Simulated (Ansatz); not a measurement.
Property card for BeS

BeS:
```yaml
crystal:
  lattice:
    - [3.43737, 0.00000, 0.00000]
    - [0.00000, 3.43737, 0.00000]
    - [0.00000, 0.00000, 5.18833]
  atoms:
    - { symbol: Be, position: [0.50000, 0.50000, 0.50000] }
    - { symbol: Be, position: [0.00000, 0.00000, 0.50000] }
    - { symbol: S, position: [0.50000, 0.00000, 0.73529] }
    - { symbol: S, position: [0.00000, 0.50000, 0.26471] }
```

Space group P4/nmm (No. 129); conventional cell a = b = 3.4374 Å, c = 5.1883 Å, α = β = γ = 90.00°.

Method: the program Ansatz at the PBE+D3(BJ) level (PAW). The cell and atoms are relaxed at this level. Other levels are named where they apply.

**Cell and energy**

| Item | Value |
|---|---|
| Volume per atom | 15.33 Å³ |
| Density | 2.23 g/cm³ |
| Formation energy from the elements (no fitted shifts) | -0.90 eV/atom |

**Electronic structure**

| Quantity | Value |
|---|---|
| Band gap | 3.18 eV (smallest direct gap 3.18 eV) |
| Valence-band maximum | on the M–Γ line, 90 % of the way from M |
| Conduction-band minimum | at Γ |
| Electron effective mass | 0.39, 0.39, 1.3 mₑ (principal values) |
| Hole effective mass | 1.9, 2.5, 3.2 mₑ (principal values) |

**Mechanics**

| Property | Result |
|---|---|
| Bulk modulus (Birch–Murnaghan fit) | 23.8 GPa |
| Pressure derivative B′ | 9.8 |

The start of the workflow was typed in or built on a structure type; neither database checked (COD, Materials Project) lists it. COD files the formula under space group No. 216. Whether it is the stable phase at ambient conditions was not checked. Symmetry was held in the PBE+D3(BJ) relaxation; its stability against distortions is not shown here. The volume moved by 23 % from the start of the relaxation. The references are the lowest solids computed at this level, not always the standard phases.

Potentials: the earlier of the program's two PAW sets.
